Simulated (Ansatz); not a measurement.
ZnSnN$_{2}$ in space group R-3m (No. 166; Zn on 3a, Sn on 3b, N on 6c) at seven volumes, plane-wave PAW PBEsol (Ansatz code), shape and atoms relaxed at each. One row is withheld.

```json
[
 {"V (Å³/atom)": "10.132", "P (GPa)": "21.51"},
 {"V (Å³/atom)": "10.466", "P (GPa)": "?"},
 {"V (Å³/atom)": "10.800", "P (GPa)": "5.97"},
 {"V (Å³/atom)": "11.134", "P (GPa)": "0.00"},
 {"V (Å³/atom)": "11.468", "P (GPa)": "-5.01"},
 {"V (Å³/atom)": "11.802", "P (GPa)": "-9.22"},
 {"V (Å³/atom)": "12.136", "P (GPa)": "-12.74"}
]
```

Fit the shown pressures and predict the withheld one.

Third-order Birch–Murnaghan: P = (3/2)B₀(x^(7/2) − x^(5/2))[1 + (3/4)(B′ − 4)(x − 1)] with x = (V₀/V)^(2/3). Least squares on the six rows gives V₀ = 11.134 Å³/atom, B₀ = 181.8 GPa, B′ = 4.80. At V = 10.466, x = 1.0421 and P = 13.05 GPa. The run itself gave 13.06 GPa.

The start of the workflow was typed in or built on a structure type; neither database checked (COD, Materials Project) lists it. Its standing as an ambient phase is unchecked. The cell was relaxed with PBEsol under the symmetry of its start. At this level the phase is mechanically unstable. Its formation energy is positive at this level, so the cell may be metastable or incomplete. Scalar-relativistic: spin–orbit coupling is off unless named, which matters more the heavier the elements.

Potentials: the earlier of the program's two PAW sets. The files were generated under PBE; for other functionals the program regenerates the frozen cores, and for LDA and PBEsol the local potential too.
